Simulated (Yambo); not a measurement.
How GW settings move the gap: AlAs

G0W0@PBEsol for AlAs (zinc blende, space group F-43m, No. 216) in Yambo. Reference settings: 4×4×4 Γ-centred k mesh, 104 bands and a 10 Ry block in the screening, 104 bands in G with the Bruneval-Gonze terminator, plasmon pole fitted at 27.2 eV. The PBEsol gap Γ → X on this mesh is 1.34 eV; G0W0 gaps are taken between the same points.

| change from the reference | G0W0 gap Γ → X (eV) | shift of the valence edge (eV) | rough Yambo cost |
|---|---|---|---|
| reference settings | 2.49 | -1.10 | 1 |
| 37 bands in W, 37 bands in G | 2.41 | -0.84 | about 1/2 |
| 37 bands in G | 2.48 | -1.07 | – |
| 66 bands in G | 2.49 | -1.10 | – |
| 46 bands in W | 2.44 | -0.94 | within a factor of two |
| 1 Ry block | 2.33 | -0.53 | within a factor of two |
| 4 Ry block | 2.35 | -0.94 | within a factor of two |
| 8 Ry block | 2.47 | -1.08 | within a factor of two |
| pole fitted at 15 eV | 2.45 | -1.00 | – |
| no random integration | 2.46 | -0.92 | – |
| 37 bands in G, no terminator | 2.29 | -0.67 | – |
| 66 bands in G, no terminator | 2.41 | -0.93 | – |
| no terminator | 2.46 | -1.03 | – |

The reference isn't shown to be the converged limit. Costs are rough (shared machines), scaled to the same edge states, and given only for runs that recompute the screening.

Spin-orbit splittings are left out.

The standard potential for As keeps a d shell in the valence without the s and p states of that shell. In tests on such compounds this moved G0W0 gaps by up to about 0.9 eV, so absolute quasiparticle energies here are unreliable; differences between settings are what counts.

Geometry relaxed with PBEsol; primitive cell a = b = c = 4.0128 Å, α = β = γ = 60.00°.

A shift is the quasiparticle energy of the state minus its PBEsol energy.
